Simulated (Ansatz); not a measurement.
**Data sheet: ZrRh (DFT)**

ZrRh:
```yaml
crystal:
  lattice:
    - [3.22907, 0.00000, 0.00000]
    - [0.00000, 3.22907, 0.00000]
    - [0.00000, 0.00000, 3.22907]
  atoms:
    - { symbol: Rh, position: [0.00000, 0.00000, 0.00000] }
    - { symbol: Zr, position: [0.50000, 0.50000, 0.50000] }
```

Space group Pm-3m (No. 221), CsCl type; conventional cell a = 3.229 Å, b = 3.229 Å, c = 3.229 Å, α = 90.00°, β = 90.00°, γ = 90.00°.

Method: LDA (plane waves, PAW; program Ansatz). Geometry: relaxed at this level of theory. Other levels are named where they apply.

### Cell and energy

```
Property                                                       Value
-----------------------------------------------------  -------------
Volume per atom                                             16.83 Å³
Density                                                   9.57 g/cm³
Formation energy from the elements (no fitted shifts)  -0.75 eV/atom
```

### Electronic structure

```
Item                                                                         Value
------------------------------------  --------------------------------------------
Electronic character                                             metallic (no gap)
Density of states at the Fermi level  0.96 states/eV per atom (mean over ±0.08 eV)
```

### Mechanics

```
Item                                                                           Value
--------------------------------------------  --------------------------------------
Bulk modulus (Birch–Murnaghan fit)                                           194 GPa
Pressure derivative B′                                                           4.3
Elastic constants (relaxed ions, GPa)               C11 = 206, C12 = 185, C44 = 45.9
Mechanical stability                          stable (all eigenvalues of C positive)
Hill bulk and shear moduli                                          192 and 25.9 GPa
Young's modulus                                                             74.3 GPa
Poisson's ratio                                                                 0.44
Debye temperature from the elastic constants                                   217 K
```

### Phonons

```
Property                                       Result
-----------------------------  ----------------------
Highest zone-centre frequency                165 cm⁻¹
Zone-centre stability          no imaginary mode at Γ
```

The workflow started from an entry of the Crystallography Open Database (COD), which files this formula under 2 space groups. Whether it is the stable phase at ambient conditions was not checked. Symmetry was held in the LDA relaxation. The run is not spin-polarised. As this level gives no gap, shear constants depend on the k-mesh and smearing (Fermi–Dirac, 0.1 eV here). As this level gives no gap, phonon frequencies hold no LO–TO term and depend on the k-mesh and smearing (Fermi–Dirac, 0.1 eV here). The references are the lowest solids computed at this level, not always the standard phases. Spin–orbit coupling is left out wherever it is not named.

Potentials: the later of the program's two PAW sets.
